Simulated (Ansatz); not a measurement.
TaAl:
```xyz
2
Lattice="0.0000 2.6416 2.6416 2.6416 0.0000 2.6416 2.6416 2.6416 0.0000" Properties=species:S:1:pos:R:3 pbc="T T T"
Ta     0.0000     0.0000     0.0000
Al     2.6416     2.6416     2.6416
```

Relaxed with PBE. Special points in fractions of this cell's reciprocal vectors: Γ (0.000, 0.000, 0.000); X (0.500, 0.000, 0.500); U (0.625, 0.250, 0.625); K (0.375, 0.375, 0.750); L (0.500, 0.500, 0.500); W (0.500, 0.250, 0.750).

**Question.** List the band energies nearest the Fermi level at these points for PBE with spin–orbit coupling in the plane-wave PAW code Ansatz.

**Answer.** In eV from the Fermi level; about four levels below and three above (degenerate sets whole), none deeper than 8.9 eV; points with the same levels are listed once.

```json
[
 {"k": "Γ", "below": "-0.70 -0.70 -0.70 -0.70 -0.35 -0.35", "above": "0.20 0.20 0.20 0.20"},
 {"k": "X", "below": "-2.47 -2.47 -2.45 -2.45", "above": "1.20 1.20 1.54 1.54"},
 {"k": "U", "below": "-2.50 -2.50 -0.60 -0.60", "above": "0.40 0.40 2.19 2.19"},
 {"k": "L", "below": "-1.82 -1.82 -1.62 -1.62", "above": "1.94 1.94 2.13 2.13"},
 {"k": "W", "below": "-2.44 -2.44 -2.02 -2.02", "above": "1.64 1.64 2.51 2.51"}
]
```

Space group Fm-3m (rock salt). The start of the workflow was typed in or built on a structure type; neither database checked (COD, Materials Project) lists it. Its standing as an ambient phase is unchecked. The cell was relaxed with PBE under the symmetry of its start; whether a distortion lowers the energy is not shown. No spin polarisation was allowed. Its formation energy is positive at this level, so the cell may be metastable or incomplete.

Potentials: the later of the program's two PAW sets.
